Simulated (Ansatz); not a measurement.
GaAs:
```
CELL_PARAMETERS angstrom
      6.98645     0.00000     0.00000
      0.00000     6.98645     0.00000
      0.00000     0.00000     6.98645
ATOMIC_POSITIONS crystal
  Ga 0.25000 0.00000 0.50000
  Ga 0.50000 0.25000 0.00000
  Ga 0.50000 0.75000 0.00000
  Ga 0.75000 0.00000 0.50000
  Ga 0.00000 0.50000 0.75000
  Ga 0.00000 0.50000 0.25000
  As 0.25000 0.50000 0.00000
  As 0.00000 0.25000 0.50000
  As 0.00000 0.75000 0.50000
  As 0.75000 0.50000 0.00000
  As 0.50000 0.00000 0.75000
  As 0.50000 0.00000 0.25000
```

Relaxed with r²SCAN.

Problem. Map the valence electron density (e/Å³), cut off at 0.9 on the plane through (0.250, 0.000, 0.500) spanned by u = [1, 0, 0] and v = [0, 1, 0] in lattice vectors, from r²SCAN (plane waves, PAW; program Ansatz).

Solution. x is the fraction of u, y of v (the angle between them is 90°; rows are the nearest grid lines); atoms in the plane: Ga at (0.00, 0.00), Ga at (0.50, 0.00), As at (0.75, 0.25), As at (0.75, 0.75).
```
|999973211112359999999953211112379999|
|999942211111236999999743222223459999|
|999532111111124799998544433334456999|
|322111000000011223344557899987654433|
|211100000000000111233568999999754322|
|100000000000000000123479999999963211|
|000000000000000000112479999999953210|
|000000000000000000011358999999642100|
|000000000000000000001235899997431100|
|000000000000000000000112344443210000|
|000000000000000000000011223322110000|
|000000000000000000000001111111000000|
|000000000000000000000001111111000000|
|000000000000000000000011223322110000|
|000000000000000000000112344443210000|
|000000000000000000001235899997431100|
|000000000000000000011358999999642100|
|000000000000000000112479999999953210|
|100000000000000000123479999999963211|
|211100000000000111233568999999754322|
|322111000000011223344557899987654433|
|999532111111124799998544433334456999|
|999942211111236999999743222223459999|
|999973211112359999999953211112379999|
```
Scale: ten equal steps from 0.001 (start of '0') to 0.900 (end of '9'), in the order '0123456789'; x runs from 0.000 to 1.00, y from 0.000 (bottom) to 1.00 (top).

The density is the valence pseudo-density with augmentation charge, so density and ELF within about 1 Å of a nucleus are not all-electron values.

Space group Pm-3n. The start of the workflow was typed in or built on a structure type; neither database checked (COD, Materials Project) lists it. It is not the phase usual at ambient conditions (space group No. 216). The r²SCAN relaxation kept the symmetry of its start; whether a distortion lowers the energy is not shown. The volume moved by 22 % from the start of the relaxation.

Potentials: the earlier of the program's two PAW sets.
